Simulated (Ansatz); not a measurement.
One crystal and one scan (energy against volume) at two levels, PBE (plane waves to 420 eV, PAW, scalar-relativistic; Ansatz, a first-principles code) and r2SCAN (plane waves to 500 eV, PAW, scalar-relativistic; Ansatz), each from its own relaxed cell and on its own mesh. The cell shown is that of PBE.

CaF2 (fluorite)

```
CaF2
1.0
    0.00000     2.75548     2.75548
    2.75548     0.00000     2.75548
    2.75548     2.75548     0.00000
Ca F
1 2
Cartesian
  0.00000   0.00000   0.00000
  1.37774   1.37774   1.37774
  4.13322   4.13322   4.13322
```

The volume is varied about the relaxed value V₀ at fixed cell shape. Symmetry pins the atoms to their sites.

Energies are smeared free energies. CaF2 was relaxed with its symmetry unable to fall. Percentages come from the unrounded values.

Results of PBE:

| Quantity | Result |
|---|---|
| Lattice constant a (Å) | 5.511 |
| Band gap of the relaxed cell, no spin-orbit coupling (eV) | 7.14 |
| Bulk modulus B₀ (third-order Birch-Murnaghan fit) (GPa) | 77.5 |

Problem. Estimate the r2SCAN values.

Solution. 
```
quantity                                                   r2SCAN     PBE − r2SCAN
---------------------------------------------------------  ------  ---------------
Lattice constant a (Å)                                      5.439  +0.072 (+1.3 %)
Band gap of the relaxed cell, no spin-orbit coupling (eV)    8.03    -0.89 (-11 %)
Bulk modulus B₀ (third-order Birch-Murnaghan fit) (GPa)      89.5    -12.0 (-13 %)
```

PBE gives the higher value for: lattice constant a. PBE gives the lower value for: band gap of the relaxed cell, no spin-orbit coupling; bulk modulus B₀. For the lattice constant a the reference is 5.466 Å (measured, room temperature or unstated; as given in M. Råsander, M. A. Moram, The Journal of Chemical Physics (2015), arXiv:1505.02379): it holds thermal shifts, so no verdict is drawn.  Neither level is exact: the differences show how much the result hangs on the functional.

(A scan under strain: stresses follow from slopes of the energy per volume, elastic moduli from its curvatures.)
